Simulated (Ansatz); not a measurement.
The calculation used DFT PBE, scalar-relativistic, plane waves, PAW in Ansatz. Plane waves to 420 eV, a 12×12×2 mesh through Γ for the 12-atom cell and 0.02 eV Gaussian smearing; no spin polarisation.

Formation energies are uncorrected and count from the elements' standard states at the same level.

Task: Give a relaxed trial structure of a trigonal semiconductor that holds P and 2 more elements, with a gap near 1.7 eV, a formation energy near −0.59 eV/atom and a density near 2.59 g/cm³, in a cell of 12 atoms.

Result: Al₅GaP₆, space group P3m1 (No. 156). Around Al on its first site lie 4 P at 2.38–2.39 Å; Al on its second site has 4 P at 2.38–2.39 Å; around Ga lie 4 P at 2.39 Å; P on its first site is surrounded by 3 Ga at 2.39 Å and 1 Al at 2.39 Å; 8 more sites not described.

```cif
data_structure
_symmetry_space_group_name_H-M 'P 1'
_symmetry_Int_Tables_number 1
_cell_length_a 3.8862
_cell_length_b 3.8862
_cell_length_c 19.1566
_cell_angle_alpha 90.000
_cell_angle_beta 90.000
_cell_angle_gamma 120.000
_cell_volume 250.55
loop_
_atom_site_label
_atom_site_type_symbol
_atom_site_fract_x
_atom_site_fract_y
_atom_site_fract_z
_atom_site_occupancy
Al1 Al 0.66667 0.33333 0.16627 1
Al2 Al 0.66667 0.33333 0.49993 1
Al3 Al 0.66667 0.33333 0.83319 1
Al4 Al 0.33333 0.66667 0.99979 1
Al5 Al 0.33333 0.66667 0.66658 1
Ga1 Ga 0.33333 0.66667 0.33352 1
P1 P 0.66667 0.33333 0.29117 1
P2 P 0.66667 0.33333 0.62485 1
P3 P 0.66667 0.33333 0.95806 1
P4 P 0.33333 0.66667 0.12466 1
P5 P 0.33333 0.66667 0.45852 1
P6 P 0.33333 0.66667 0.79146 1
```

The volume per atom is 20.88 Å³, the density is 2.59 g/cm³ and the formation energy is −0.594 eV/atom. The gap on the 12×12×2 mesh of the 12-atom cell is 1.71 eV.

The cell was found from a structure generator's guess, not taken from experiment. Other answers may fit too; this one was computed.

Kohn–Sham gaps at this level usually fall short of measured ones. The reference form of P is held partly by dispersion forces, which this level lacks. A structure relaxed within its symmetry needn't be a true minimum.
